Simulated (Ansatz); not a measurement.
BP (wurtzite, P6_3mc) at seven volumes, LDA (plane waves, PAW; program Ansatz), shape and atoms relaxed at each. One row is withheld.

| V (Å³/atom) | P (GPa) |
|---|---|
| 10.301 | 19.80 |
| 10.641 | ? |
| 10.980 | 5.66 |
| 11.320 | -0.02 |
| 11.660 | -4.94 |
| 11.999 | -9.20 |
| 12.339 | -12.89 |

Fit the shown pressures and predict the withheld one.

P = (3/2)B₀(x^(7/2) − x^(5/2))[1 + (3/4)(B′ − 4)(x − 1)] with x = (V₀/V)^(2/3). Least squares on the six rows gives V₀ = 11.319 Å³/atom, B₀ = 176 GPa, B′ = 3.78. At V = 10.641, x = 1.0420 and P = 12.22 GPa. The run itself gave 12.22 GPa.

The workflow started from a Materials Project entry (that database holds measured and hypothetical structures alike); the Crystallography Open Database copy checked does not list it. It is not the phase usual at ambient conditions (space group No. 216). The LDA relaxation kept the symmetry of its start; phonons on a q-mesh show no instability.

Potentials: the later of the program's two PAW sets.
